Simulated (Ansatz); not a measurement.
Input file for Ansatz (a program for electronic structure):

Ansatz 0.2 input:
```yaml
crystal:
  lattice:
    - [5.4855985771, 0.0, 0.0]
    - [0.0, 3.2558598395, 0.0]
    - [0.0, 0.0, 6.3969436263]
  atoms:
    - { symbol: Hf, position: [0.7543324373, 0.25, 0.1133057301] }
    - { symbol: Hf, position: [0.2456675627, 0.75, 0.8866942699] }
    - { symbol: Hf, position: [0.7456675627, 0.75, 0.6133057301] }
    - { symbol: Hf, position: [0.2543324373, 0.25, 0.3866942699] }
    - { symbol: O, position: [0.9749578711, 0.75, 0.3385444702] }
    - { symbol: O, position: [0.0250421289, 0.25, 0.6614555298] }
    - { symbol: O, position: [0.5250421289, 0.25, 0.8385444702] }
    - { symbol: O, position: [0.4749578711, 0.75, 0.1614555298] }
    - { symbol: O, position: [0.8593003034, 0.75, 0.926557581] }
    - { symbol: O, position: [0.1406996966, 0.25, 0.073442419] }
    - { symbol: O, position: [0.6406996966, 0.25, 0.426557581] }
    - { symbol: O, position: [0.3593003034, 0.75, 0.573442419] }
kpoints:
  mp_grid: { grid: [5, 9, 5] }
hamiltonian:
  xc: lda
  pseudopotentials: { kind: paw }
scf:
  occupations: { method: fixed }
phonons:
  method: dfpt
  response_accuracy: low
  eigenvectors: true
  rigid_motions: translations
  dielectric: true
```

Output (shortened):

```
Pseudopotential: Hf, paw, valence charge 26
Pseudopotential: O, paw, valence charge 6
Functional definition: SPW92
Crystal: 12 atoms, lattice volume = 114.252 Å³
Basis set: ecut = 420 eV, 2237 PW (Γ), exchange–correlation on 80×48×96 points (8 copies of the dense FFT grid, shifted against one another)
Bands: 92, of which v1, the nominal top of the filled ones, is band 76 counted from 1 (75 counted from 0)
Symmetry: 8 space group operations
k-points: 113 of 225 (irreducible under 1 space group operation, time reversal used)
SCF iter   1: F=—  HF=-66372.005307 eV  |F-HF|=—  |Δ(HF+E_count)|=         —  Δρ=2.24e-2  dr2=5.22e-1  ethr=1.77e-3  ⟨swp⟩=4.8  Hψ=29019  notcnv=0  defer=1479
preconditioner: auto → Resta (q_TF=auto, 2.861 Å⁻¹)
SCF iter   2: F=—  HF=-66371.878020 eV  |F-HF|=—  |Δ(HF+E_count)|=   1.27e-1  Δρ=5.24e-3  dr2=1.17e-2  ethr=3.43e-4  ⟨swp⟩=2.0  Hψ=17880  notcnv=0  defer=1562
SCF iter   3: F=—  HF=-66371.874874 eV  |F-HF|=—  |Δ(HF+E_count)|=   3.15e-3  Δρ=2.70e-3  dr2=4.77e-3  ethr=7.72e-6  ⟨swp⟩=2.0  Hψ=15845  notcnv=0  defer=1582
SCF iter   4: F=—  HF=-66371.873962 eV  |F-HF|=—  |Δ(HF+E_count)|=   9.11e-4  Δρ=9.37e-4  dr2=6.13e-4  ethr=3.14e-6  ⟨swp⟩=2.0  Hψ=15521  notcnv=0  defer=1582
SCF iter   5: F=—  HF=-66371.873700 eV  |F-HF|=—  |Δ(HF+E_count)|=   2.63e-4  Δρ=2.16e-4  dr2=3.57e-5  ethr=4.04e-7  ⟨swp⟩=2.3  Hψ=18807  notcnv=0  defer=1567
SCF iter   6: F=—  HF=-66371.873691 eV  |F-HF|=—  |Δ(HF+E_count)|=   8.19e-6  Δρ=1.05e-4  dr2=1.32e-5  ethr=2.35e-8  ⟨swp⟩=2.1  Hψ=17278  notcnv=0  defer=978
SCF iter   7: F=—  HF=-66371.873689 eV  |F-HF|=—  |Δ(HF+E_count)|=   2.95e-6  Δρ=2.22e-5  dr2=5.43e-7  ethr=8.68e-9  ⟨swp⟩=2.0  Hψ=16823  notcnv=0  defer=977
SCF iter   8: F=—  HF=-66371.873688 eV  |F-HF|=—  |Δ(HF+E_count)|=   1.54e-8  Δρ=6.30e-6  dr2=2.69e-8  ethr=3.58e-10  ⟨swp⟩=2.1  Hψ=17928  notcnv=0  defer=977
SCF iter  12: F=-66371.873688 eV  HF=-66371.873688 eV  |F-HF|=1.46e-11  |Δ(HF+E_count)|=  4.37e-11  Δρ=9.38e-8  dr2=8.28e-12  ethr=1.00e-12  ⟨swp⟩=6.4  Hψ=53194  notcnv=0
SCF 1 converged in 12 iterations: F = -66371.873688 eV  dr2 = 8.28e-12
NSCF: frozen V_eff on 7 k-points
DFPT response loops at Γ: preconditioner auto → Resta (q_TF=auto, 2.861 Å⁻¹)  ε∞=4.3 (no band partly filled) …
SCF converged after 12 iterations
Free energy (F): -66371.873688 eV
Harris-Foulkes:  -66371.873688 eV  (|F-HF|=1.46e-11)
Internal energy: -66371.873688 eV  (E = F + TS)
E sigma→0 (E₀):  -66371.873688 eV
Fermi energy:    18.244594 eV
--- Per-component energies (eV) ---
  E_band       = 598.399491
  E_kinetic    = 3097.646036
  E_local      = -20634.389519  (includes V_loc(G=0)·N_el)
  E_nonlocal   = -4525.070255
  E_hartree    = 9555.156865
  E_xc         = -1776.324347
  E_vxc        = -1820.542611  (∫ρ·V_xc dr)
  E_paw        = -27920.145508  (= ΣΔE_a)
  E_vpaw       = 5370.421734  (= ΣTr[D̂ρ^β])
  E_aug_tail   = 0.020245  (compensation charges beyond the density's cutoff)
  E_ewald      = -24179.371549
  E_core_change = 10.604342  (= ΣΔE_core)
  E_smearing   =  0.000000  (= −TS)
  E_closure    =  0.000000  (closes the sum)
  Σ components = -66371.873688   (vs F -66371.873688, Δ=0.00e0)
  [band-id]    e_kinetic+e_local+e_nonlocal+2·e_hartree+e_vxc+e_vpaw+e_augmentation_tail = 598.399361   (vs E_band 598.399491, Δ=-1.30e-4)
--- Band table (eV; the first three rows and the last of 113) ---
  k-point 0: bands = ["-42.2233", "-42.1992", "-42.1965", "-42.1924", "-11.5075", "-11.3113", "-11.2283", "-11.0617", "-11.0311", "-10.9210", "-10.8819", "-10.7928", "-10.7849", "-10.7677", "-10.7591", "-10.7495", "-0.7143", "1.1501", "1.2773", "1.8161", …
  k-point 1: bands = ["-42.2216", "-42.2038", "-42.1939", "-42.1922", "-11.4787", "-11.2737", "-11.1939", "-11.1680", "-10.9606", "-10.9379", "-10.8743", "-10.8403", "-10.7987", "-10.7653", "-10.7608", "-10.7555", "-0.5670", "0.9653", "1.2323", "1.8263", …
  k-point 2: bands = ["-42.2170", "-42.2105", "-42.1921", "-42.1919", "-11.4003", "-11.2904", "-11.1767", "-11.0957", "-11.0578", "-10.9597", "-10.8547", "-10.8535", "-10.8256", "-10.7955", "-10.7597", "-10.7550", "-0.1628", "0.3969", "1.4386", "1.6718", …
  k-point 112: bands = ["-42.2093", "-42.2009", "-42.1981", "-42.1954", "-11.4182", "-11.3955", "-11.2119", "-11.0601", "-10.9171", "-10.9043", "-10.8883", "-10.8629", "-10.8488", "-10.8375", "-10.8320", "-10.8148", "0.1708", "0.6797", "1.3833", "1.6368", …
--- Phonons (Γ-DFPT): 9 representative perturbations + reference, on 113 of 225 k-points (Σ response iterations 34) ---
  ASR residual: 1.397e-4 → 0.000e0 eV/Å²; symmetrization residual: 7.072e-5 eV/Å²
  ASR residual per site (eV/Å²): 1.40e-4 1.40e-4 1.40e-4 1.40e-4 7.75e-5 7.75e-5 7.75e-5 7.75e-5 7.59e-5 7.59e-5 7.59e-5 7.59e-5
  Γ frequencies (cm⁻¹): 0.00 0.00 0.00 88.04 112.76 122.09 129.14 139.70 178.48 178.78 217.61 256.62 278.53 284.54 319.90 320.70 369.72 386.78 389.50 389.87 422.89 423.05 455.78 494.04 528.61 554.89 557.01 573.08 581.74 616.40 621.32 622.68 639.40 648.59 677.46 707.31
  ε∞ (high-frequency dielectric tensor):
        5.796314     0.000000     0.000000
        0.000000     5.681711     0.000000
        0.000000     0.000000     5.805007
  ε⁰ (static dielectric tensor: ions relaxed, cell fixed):
       24.244315     0.000000     0.000000
        0.000000    23.070194     0.000000
        0.000000     0.000000    23.869178
  ε⁰ − ε∞ (ionic part):
       18.448001     0.000000     0.000000
        0.000000    17.388483     0.000000
        0.000000     0.000000    18.064171
  softest optical mode at Γ: 88.04 cm⁻¹; the repairs (sum rule, projections) moved no ω² at Γ by more than (6.74 cm⁻¹)²
  Born effective charges Z* (e; rows j = field, columns β = displacement):
    site 0:
         4.94742    0.00000   -0.06843
         0.00000    4.91332    0.00000
        -0.18839    0.00000    5.06261
    site 1:
         4.94742    0.00000   -0.06843
         0.00000    4.91332    0.00000
        -0.18839    0.00000    5.06261
    site 2:
         4.94742    0.00000    0.06843
         0.00000    4.91332    0.00000
         0.18839    0.00000    5.06261
    site 3:
         4.94742    0.00000    0.06843
         0.00000    4.91332    0.00000
         0.18839    0.00000    5.06261
    site 4:
        -2.58736    0.00000    0.02595
         0.00000   -2.61992    0.00000
        -0.10475    0.00000   -2.31903
    site 5:
        -2.58736    0.00000    0.02595
         0.00000   -2.61992    0.00000
        -0.10475    0.00000   -2.31903
    site 6:
        -2.58736    0.00000   -0.02595
         0.00000   -2.61992    0.00000
         0.10475    0.00000   -2.31903
    site 7:
        -2.58736    0.00000   -0.02595
         0.00000   -2.61992    0.00000
         0.10475    0.00000   -2.31903
    site 8:
        -2.36006    0.00000    0.19968
         0.00000   -2.29340    0.00000
         0.24079    0.00000   -2.74358
    site 9:
        -2.36006    0.00000    0.19968
         0.00000   -2.29340    0.00000
         0.24079    0.00000   -2.74358
    site 10:
        -2.36006    0.00000   -0.19968
         0.00000   -2.29340    0.00000
        -0.24079    0.00000   -2.74358
    site 11:
        -2.36006    0.00000   -0.19968
         0.00000   -2.29340    0.00000
        -0.24079    0.00000   -2.74358
  Z* charge neutrality: 2.071e-5 e pre-enforcement
  k-mesh period / interband length: 27.4 Å / 1.14 Å = 24.11 at k = (0.0000, 0.0000, 0.0000), direct gap 3.240 eV — 14 or more, which is no proof of convergence
  optical modes at Γ without the LO–TO term, one row a degenerate level:
      ω (cm⁻¹)  modes    IR ((D/Å)²/amu)
         88.04      1             0.0000
        112.76      1             0.0000
        122.09      1             0.0000
        129.14      1             0.0000
        139.70      1             5.8723
        178.48      1            12.0038
        178.78      1             0.0000
        217.61      1             0.0000
        256.62      1             0.0000
        278.53      1            33.6764
        284.54      1            72.9207
        319.90      1            45.8325
        320.70      1             0.0000
        369.72      1             0.0000
        386.78      1             0.0000
        389.50      1             0.0000
        389.87      1            23.8138
        422.89      1             0.0000
        423.05      1            35.8168
        455.78      1             0.0000
        494.04      1             0.0000
        528.61      1             1.8270
        554.89      1             9.4909
        557.01      1             0.0000
        573.08      1             0.0000
        581.74      1             0.0000
        616.40      1             0.0000
        621.32      1             0.0000
        622.68      1            11.0568
        639.40      1             0.0000
        648.59      1             1.6827
        677.46      1             0.0000
        707.31      1             0.1557
  optical modes at Γ + LO–TO along q̂ = [1.0000, 0.0000, 0.0000]:
      ω (cm⁻¹)  modes    IR ((D/Å)²/amu)
         88.04      1             0.0000
        112.76      1             0.0000
        122.09      1             0.0000
        129.14      1             0.0000
        139.70      1             5.8723
        178.78      1             0.0000
        203.00      1             0.6367
        217.61      1             0.0000
        256.62      1             0.0000
        278.53      1            33.6764
        284.54      1            72.9207
        320.70      1             0.0000
        365.12      1             0.8226
        369.72      1             0.0000
        386.78      1             0.0000
        389.50      1             0.0000
        422.89      1             0.0000
        423.05      1            35.8168
        455.78      1             0.0000
        494.04      1             0.0000
        520.38      1             3.4403
        554.89      1             9.4909
        557.01      1             0.0000
        573.08      1             0.0000
        581.74      1             0.0000
        616.40      1             0.0000
        621.32      1             0.0000
        622.68      1            11.0568
        622.90      1            77.0511
        639.40      1             0.0000
        648.59      1             1.6827
        677.46      1             0.0000
        708.48      1             1.6821
  optical modes at Γ + LO–TO along q̂ = [0.0000, 1.0000, 0.0000]:
      ω (cm⁻¹)  modes    IR ((D/Å)²/amu)
         88.04      1             0.0000
        112.76      1             0.0000
        122.09      1             0.0000
        129.14      1             0.0000
        139.70      1             5.8723
        178.48      1            12.0038
        178.78      1             0.0000
        217.61      1             0.0000
        256.62      1             0.0000
        278.53      1            33.6764
        319.90      1            45.8325
        320.70      1             0.0000
        369.72      1             0.0000
        386.78      1             0.0000
        389.50      1             0.0000
        389.87      1            23.8138
        422.89      1             0.0000
        423.05      1            35.8168
        455.78      1             0.0000
        492.84      1            18.4292
        494.04      1             0.0000
        528.61      1             1.8270
        557.01      1             0.0000
        573.08      1             0.0000
        581.74      1             0.0000
        616.40      1             0.0000
        621.32      1             0.0000
        622.68      1            11.0568
        639.40      1             0.0000
        645.57      1            63.9824
        648.59      1             1.6827
        677.46      1             0.0000
        707.31      1             0.1557
  optical modes at Γ + LO–TO along q̂ = [0.0000, 0.0000, 1.0000]:
      ω (cm⁻¹)  modes    IR ((D/Å)²/amu)
         88.04      1             0.0000
        112.76      1             0.0000
        122.09      1             0.0000
        129.14      1             0.0000
        156.10      1             0.3678
        178.48      1            12.0038
        178.78      1             0.0000
        217.61      1             0.0000
        256.62      1             0.0000
        284.54      1            72.9207
        319.90      1            45.8325
        320.70      1             0.0000
        341.10      1             2.9911
        369.72      1             0.0000
        386.78      1             0.0000
        389.50      1             0.0000
        389.87      1            23.8138
        422.89      1             0.0000
        455.78      1             0.0000
        494.04      1             0.0000
        528.61      1             1.8270
        551.06      1            20.4757
        554.89      1             9.4909
        557.01      1             0.0000
        573.08      1             0.0000
        581.74      1             0.0000
        616.40      1             0.0000
        621.32      1             0.0000
        639.40      1             0.0000
        644.85      1             1.1114
        677.46      1             0.0000
        707.31      1             0.1557
        712.45      1            63.1589
```

Cost: very roughly 70 core-minutes on shared cores.

Space group Pnma. The workflow started from a Materials Project entry (that database holds measured and hypothetical structures alike); the Crystallography Open Database copy checked does not list it. It is not the phase usual at ambient conditions (space group No. 14, 29). The cell was relaxed with LDA under the symmetry of its start; of distortions, only those at the zone centre were tested. No spin polarisation was allowed. Spin–orbit coupling is left out wherever it is not named.

Potentials: the later of the program's two PAW sets.

Ansatz is a plane-wave DFT program.
